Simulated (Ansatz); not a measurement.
Input:

SiO2:
```cif
data_O4Si2
_chemical_formula_sum 'Si2 O4'
_space_group_name_H-M_alt 'P42/mnm'
_space_group_IT_number 136
_space_group_name_Hall '-P 4n 2n'
_cell_length_a 4.15498
_cell_length_b 4.15498
_cell_length_c 2.66136
_cell_angle_alpha 90.000
_cell_angle_beta 90.000
_cell_angle_gamma 90.000
loop_
_atom_site_label
_atom_site_type_symbol
_atom_site_symmetry_multiplicity
_atom_site_Wyckoff_symbol
_atom_site_fract_x
_atom_site_fract_y
_atom_site_fract_z
_atom_site_occupancy
Si1 Si 2 a 0.00000 0.00000 0.00000 1
O1 O 4 f 0.30557 0.30557 0.00000 1
```

This is the LDA-relaxed structure.

Question: All from DFT-LDA in the program Ansatz with PAW potentials, unless another level is named. Give the electronic dielectric constant ε∞ (DFPT).

Answer: 3.37 (xx = yy), 3.55 (zz).

Question: Next, the Born charges (a third of the trace)?

Answer: Si +3.90, O -1.95 e.

Question: Next, the static dielectric constant ε0 (ions relaxed, cell fixed)?

Answer: 11.1 (xx = yy), 9.03 (zz).

Space group P4_2/mnm (rutile). This is a known high-pressure phase of the composition, computed here at zero pressure and temperature. The LDA relaxation kept the symmetry of its start; whether a distortion lowers the energy is not shown.

Potentials: the earlier of the program's two PAW sets. The files were generated under PBE; for other functionals the program regenerates the frozen cores, and for LDA and PBEsol the local potential too.
